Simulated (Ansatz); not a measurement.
Geometry optimisation in Ansatz: input, command and trajectory.

```yaml
crystal:
  lattice:
    - [4.4827696674, -2.5882916577, -0.0008662842]
    - [4.4827696674, 2.5882916577, -0.0008662842]
    - [-2.9879561335, 0.0, 4.6457846223]
  atoms:
    - { symbol: Fe, position: [0.3547898521, 0.8546448024, 0.5642821721], spin: 4.39 }
    - { symbol: Fe, position: [0.1453551976, 0.6452101479, 0.9357178279], spin: 4.39 }
    - { symbol: Fe, position: [0.6452101479, 0.1453551976, 0.4357178279], spin: 4.39 }
    - { symbol: Fe, position: [0.8546448024, 0.3547898521, 0.0642821721], spin: 4.39 }
    - { symbol: O, position: [0.5525389658, 0.4474610342, 0.25], spin: 0.41 }
    - { symbol: O, position: [0.4474610342, 0.5525389658, 0.75], spin: 0.41 }
    - { symbol: O, position: [0.9473825482, 0.7500195212, 0.2500122169], spin: 0.41 }
    - { symbol: O, position: [0.2499804788, 0.0526174518, 0.2499877831], spin: 0.41 }
    - { symbol: O, position: [0.0526174518, 0.2499804788, 0.7499877831], spin: 0.41 }
    - { symbol: O, position: [0.7500195212, 0.9473825482, 0.7500122169], spin: 0.41 }
basis:
  ecutwfc: 420
kpoints:
  mp_grid: { grid: [6, 6, 6] }
hamiltonian:
  xc: pbe
  hubbard: { sites: [{ species: Fe, l: d, u_eff: 5.3 }] }
scf:
  occupations: { method: gaussian, width: 0.02 }
output:
  forces: true
  stress: true
  eigenvalues: true
  populations: true
magnetization:
  spin_polarized: true
relax:
  adjacent_minimum: "off"
  f_tol: 0.005
  max_steps: 80
  cell: { stress_tol: 0.05 }
```

```bash
ansatz run input.yaml --threads 2 --pin off --max-ram 5120MiB --backend cpu --events-out ev --progress --plain --runs-dir out
```

All numbers below come from DFT PBE+U, scalar-relativistic, plane waves, PAW in Ansatz 0.2.0.

Of 3 frames 3 are shown, positions in Å and forces in eV/Å; the SCF threshold varies from step to step. Steps run on the plane waves of an earlier cell, with a Pulay correction in the pressure. The basis is chosen afresh for the last frame, the zero of the energies, and at times for earlier ones too; energy and pressure step there, also at an unchanged geometry.

```xyz
10
Lattice="4.4828 -2.5883 -0.0009 4.4828 2.5883 -0.0009 -2.9880 0.0000 4.6458" Properties=species:S:1:pos:R:3:forces:R:3 pbc="T T T" step=1 free_energy_over_end_meV_per_atom=0.01 pressure_GPa=0.01
Fe    3.7356    1.2938    2.6205    0.0061    0.0078   -0.0077
Fe    0.7480    1.2938    4.3465   -0.0061    0.0078    0.0077
Fe    2.2420   -1.2938    2.0236   -0.0061   -0.0078    0.0077
Fe    5.2295   -1.2938    0.2976    0.0061   -0.0078   -0.0077
O     3.7358   -0.2720    1.1606    0.0000   -0.0069    0.0000
O     2.2418    0.2720    3.4835    0.0000    0.0069    0.0000
O     6.8620   -0.5108    1.1600   -0.0057    0.0031   -0.0002
O     0.6095   -0.5108    1.1611    0.0057    0.0031    0.0002
O    -0.8845    0.5108    3.4840    0.0057   -0.0031    0.0002
O     5.3681    0.5108    3.4829   -0.0057   -0.0031   -0.0002
10
Lattice="4.4818 -2.5877 -0.0008 4.4818 2.5877 -0.0008 -2.9872 0.0000 4.6486" Properties=species:S:1:pos:R:3:forces:R:3 pbc="T T T" step=2 free_energy_over_end_meV_per_atom=0.01 pressure_GPa=0.00
Fe    3.7349    1.2937    2.6211    0.0029    0.0032   -0.0022
Fe    0.7478    1.2937    4.3502   -0.0029    0.0032    0.0022
Fe    2.2414   -1.2937    2.0259   -0.0029   -0.0032    0.0022
Fe    5.2285   -1.2937    0.2968    0.0029   -0.0032   -0.0022
O     3.7350   -0.2727    1.1613    0.0000   -0.0014    0.0000
O     2.2413    0.2727    3.4856    0.0000    0.0014    0.0000
O     6.8599   -0.5105    1.1609   -0.0003    0.0008   -0.0005
O     0.6100   -0.5105    1.1618    0.0003    0.0008    0.0005
O    -0.8836    0.5105    3.4861    0.0003   -0.0008    0.0005
O     5.3663    0.5105    3.4852   -0.0003   -0.0008   -0.0005
10
Lattice="4.4818 -2.5877 -0.0008 4.4818 2.5877 -0.0008 -2.9872 0.0000 4.6486" Properties=species:S:1:pos:R:3:forces:R:3 pbc="T T T" step=3 free_energy_over_end_meV_per_atom=0.00 pressure_GPa=0.00
Fe    3.7349    1.2937    2.6211    0.0029    0.0032   -0.0022
Fe    0.7478    1.2937    4.3502   -0.0029    0.0032    0.0022
Fe    2.2414   -1.2937    2.0259   -0.0029   -0.0032    0.0022
Fe    5.2285   -1.2937    0.2968    0.0029   -0.0032   -0.0022
O     3.7350   -0.2727    1.1613    0.0000   -0.0014    0.0000
O     2.2413    0.2727    3.4856    0.0000    0.0014    0.0000
O     6.8599   -0.5105    1.1609   -0.0003    0.0008   -0.0004
O     0.6100   -0.5105    1.1618    0.0003    0.0008    0.0004
O    -0.8836    0.5105    3.4861    0.0003   -0.0008    0.0004
O     5.3663    0.5105    3.4852   -0.0003   -0.0008   -0.0004
```

The run took 2.6 min on 2 threads of Arm Neoverse V1 (shared host), peak memory 1.2 GiB.

The state reached may not be the lowest one. The program reads another magnetic order as possibly lower. Moments started parallel, and an antiferromagnetic order may lie lower.